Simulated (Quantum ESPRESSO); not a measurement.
```cif
data_F24Na4Sb4
_chemical_formula_sum 'F24 Na4 Sb4'
_space_group_name_H-M_alt 'Fm-3m'
_space_group_IT_number 225
_space_group_name_Hall '-F 4 2 3'
_cell_length_a 8.26921
_cell_length_b 8.26921
_cell_length_c 8.26921
_cell_angle_alpha 90.000
_cell_angle_beta 90.000
_cell_angle_gamma 90.000
loop_
_atom_site_label
_atom_site_type_symbol
_atom_site_symmetry_multiplicity
_atom_site_Wyckoff_symbol
_atom_site_fract_x
_atom_site_fract_y
_atom_site_fract_z
_atom_site_occupancy
F1 F 24 e 0.00000 0.00000 0.22872 1
Na1 Na 4 b 0.50000 0.50000 0.50000 1
Sb1 Sb 4 a 0.00000 0.00000 0.00000 1
```
(The calculation used a cell of 8 atoms; values per cell refer to that cell.)

The geometry is that of Materials Project entry mp-5955, symmetrised and not relaxed again.

Q: What does LDA (Quantum ESPRESSO, PseudoDojo norm-conserving, 88 Ry, without SOC) give for the electronic structure near the Fermi level?

A: The LDA gap is direct, 5.05 eV at Γ. Another valence extremum on the path lies within 0.02 eV, too close to call. Without spin-orbit coupling, band edges of such heavy elements can be off by tenths of an eV.
